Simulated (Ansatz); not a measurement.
# Clamped-ion strain scan in Re

All numbers below come from DFT r2SCAN, scalar-relativistic, plane waves, PAW in Ansatz. Cutoff 500 eV, Γ-centred 20×20×20 k-points, Gaussian smearing of 0.15 eV. Spin–orbit coupling is left out, which can shift energies with elements as heavy as these. No spin polarisation. Energies are free energies at this smearing, counted from the undisturbed cell; pressure is positive in compression.

The starting cell (as given, not relaxed at this level; it stands at -15.4 GPa; this fcc form isn't the usual structure):

```
Re
1.0
     0.00000    1.97500    1.97500
     1.97500    0.00000    1.97500
     1.97500    1.97500    0.00000
Re
1
Direct
  0.00000 0.00000 0.00000
```

The cell is strained by ε times the Voigt pattern (0, 1, 0, 0, 0, 0) (xx, yy, zz, yz, xz, xy; engineering shear) with fractional coordinates fixed. The cell is metallic on the mesh throughout. At -15 GPa the given cell is far from its own equilibrium, so these figures belong to a strongly strained crystal.

ε, ΔE (meV/atom) and a bar:
```
  -0.0200      -19.7
  -0.0150      -16.7 ##
  -0.0100      -12.4 ####
  -0.0050       -6.8 #######
   0.0000        0.0 ##########
   0.0050        8.0 ##############
   0.0100       17.1 ###################
   0.0150       27.4 ########################
   0.0175       33.0 ###########################
   0.0200       38.8 ##############################
```